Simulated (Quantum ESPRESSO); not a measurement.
# Kohn-Sham bands of LiHF$_{2}$ (R-3m)

```
LiHF2
1.0
   -1.46698     2.54089     0.00000
   -2.93397     0.00000     0.00000
   -1.46698     0.84696     4.36669
Li H F
1 1 2
Cartesian
  0.00000   0.00000   0.00000
 -2.93397   1.69393   2.18335
  1.46698  -0.84696   1.04766
 -1.46698   0.84696  -1.04766
```

Structure: Materials Project mp-24199, symmetrised, not relaxed again. Not found in the COD (Crystallography Open Database) copy used; not checked further. Method: LDA plane waves in Quantum ESPRESSO 7.5 (PseudoDojo norm-conserving files, 68 Ry, no spin polarisation, no spin-orbit coupling), Bloch states on a 10×10×10 mesh through Γ, Wannier90 4.0.1. Density: 12×12×12 mesh, cold smearing 0.01 Ry.

Q: List the Kohn-Sham levels between −8 and 11.1 eV relative to the valence-band maximum at the high-symmetry points, as a band run of pw.x on that density gives them (levels within 2 meV counted together).

A: 
| point | k (reciprocal lattice) | levels (eV) |
|---|---|---|
| Γ | 0.000 0.000 0.000 | -5.79, -0.41 (×2), -0.34, -0.21 (×2), 8.10 |
| T | 0.000 0.000 0.500 | -4.63, -1.90, -0.60 (×2), 0.00 (×2), 8.98 |
| H_2 | -0.308 -0.617 0.192 | -4.92, -2.10, -1.93, -1.59, -0.93, -0.58 |
| H_0 | -0.383 -0.692 -0.192 | -4.92, -2.10, -1.93, -1.59, -0.93, -0.58 |
| L | 0.000 -0.500 0.000 | -5.27, -2.59, -1.54, -0.77, -0.64, -0.58 |
| S_0 | -0.346 -0.692 -0.346 | -4.95, -2.20, -1.85, -1.28, -1.26, -0.52 |
| S_2 | -0.346 -0.654 0.000 | -4.95, -2.20, -1.85, -1.28, -1.26, -0.52 |
| F | -0.500 -0.500 0.000 | -4.72, -2.71, -1.61, -1.20, -1.14, -0.15 |
